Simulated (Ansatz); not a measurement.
Ag: clamped-ion strain scan

All numbers below come from DFT PBEsol, scalar-relativistic, plane waves, PAW (Ansatz). Settings: plane waves to 420 eV, k-mesh 18×18×10 (Γ-centred), Gaussian smearing 0.15 eV. No spin polarisation. Energies are free energies at this smearing, counted from the undisturbed cell; pressure is positive in compression.

Reference structure (as given, not relaxed at this level; it stands at -6.3 GPa; this form isn't the usual structure):

```xyz
2
Lattice="2.9300 0.0000 0.0000 -1.4650 2.5375 0.0000 0.0000 0.0000 4.7900" Properties=species:S:1:pos:R:3 pbc="T T T"
Ag    0.0000    1.6916    1.1975
Ag    1.4650    0.8458    3.5925
```

The cell is strained by ε times the Voigt pattern (0, 0, 0, 1, 0, 0) (xx, yy, zz, yz, xz, xy; engineering shear) with fractional coordinates fixed. The cell is metallic on the mesh throughout.

```
      ε  ΔE (meV/atom) stress summed along the pattern (GPa, tension positive) pressure (GPa)
-0.1000           10.0                                                    -2.41            -5.7
-0.0500            2.0                                                    -0.96            -6.2
 0.0000            0.0                                                     0.00            -6.3
 0.0125            0.1                                                     0.20            -6.3
 0.0250            0.5                                                     0.42            -6.3
 0.0375            1.1                                                        ?               ?
 0.0625            3.3                                                     1.29            -6.1
 0.0750            5.1                                                        ?               ?
 0.0875            7.3                                                     2.03            -5.9
```

By symmetry 0.1000 repeats -0.1000, -0.0750 repeats 0.0750, 0.0500 repeats -0.0500, -0.0250 repeats 0.0250 in energy, with the opposite slope along the path.

Give the withheld values.

stress summed along the pattern (GPa, tension positive) at ε = 0.0375: 0.67; pressure (GPa) at ε = 0.0375: -6.2; stress summed along the pattern (GPa, tension positive) at ε = 0.0750: 1.65; pressure (GPa) at ε = 0.0750: -6.0.